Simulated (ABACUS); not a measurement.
Set-up for a self-consistent single point of Mo2N (C2/c, 6 atoms in the cell; from Materials Project mp-27953, changed as shown).

```yaml
crystal:
  lattice:
    - [-2.12778, 2.12778, 3.97509]
    - [2.12778, -2.12778, 3.97509]
    - [2.14906, 2.14906, -4.01484]
  atoms:
    - { symbol: Mo, position: [0.98696, 0.48696, 0.50000] }
    - { symbol: Mo, position: [0.23696, 0.23696, 0.00000] }
    - { symbol: Mo, position: [0.76304, 0.76304, 0.00000] }
    - { symbol: Mo, position: [0.51304, 0.01304, 0.50000] }
    - { symbol: N, position: [0.25000, 0.75000, 0.50000] }
    - { symbol: N, position: [0.50000, 0.50000, 0.00000] }
```

Level of theory: PBEsol, PseudoDojo 0.4 standard norm-conserving PBEsol (tails mended) pseudopotentials (plane waves; ABACUS).

ABACUS settings:

| key | value |
|---|---|
| KPT | Gamma 5 5 5 0 0 0 |
| basis_type | pw |
| ecutwfc | 84 Ry |
| smearing_method | gaussian |
| smearing_sigma | 0.0199916 Ry |
| potentials | PseudoDojo 0.4 standard norm-conserving PBEsol (tails mended) |
| symmetry | 1 |
| symmetry_prec | 1e-05 |
| ks_solver | dav |
| scf_nmax | 100 |
| scf_thr | 1.0e-09 Ry |
| mixing_type | broyden |
| mixing_beta | 0.7 |

Results:

Number of valence electrons: 66
Number of bands: 43
Number of k-points after the program's reduction: 39
Number of plane waves (most at a k-point): 6398
Number of SCF iterations: 9
FFT grid: 60 × 60 × 60
Free energy E − TS: -8214.2398 eV
Fermi level (on the code's own zero): 20.85 eV
Pressure: -9.36 GPa
Largest force (vector length): 0.246 eV/Å

Forces (eV/Å):
```
atom      Fx      Fy      Fz
----  ------  ------  ------
Mo1    0.039   0.051   0.237
Mo2    0.051   0.039   0.237
Mo3   -0.039  -0.051  -0.237
Mo4   -0.051  -0.039  -0.237
N5     0.013  -0.013   0.000
N6    -0.013   0.013   0.000
```

Stress (GPa, positive for compression):
```
-9.96  -1.54   1.05
-1.54  -9.96   1.05
 1.05   1.05  -8.16
```

For comparison: a first run was changed to give this one (lattice vector c scaled by 1.01), and from it to this one the free energy rises by 7.5 meV/atom, the pressure goes from -6.42 to -9.36 GPa and the largest force moves little (0.248 to 0.246 eV/Å).

The structure comes from a collection of computed structures, made at another level of theory; the collection holds predicted forms beside known ones. No clean gap shows at this smearing width and mesh (spacing up to 0.41 Å⁻¹); the mesh is coarse for partly filled bands, so the values carry mesh errors.

Cost on one core: about 4 core-minutes (a rough figure).

“Tails mended”: in these copies of the files the far tail of each local potential was reset to the Coulomb form.
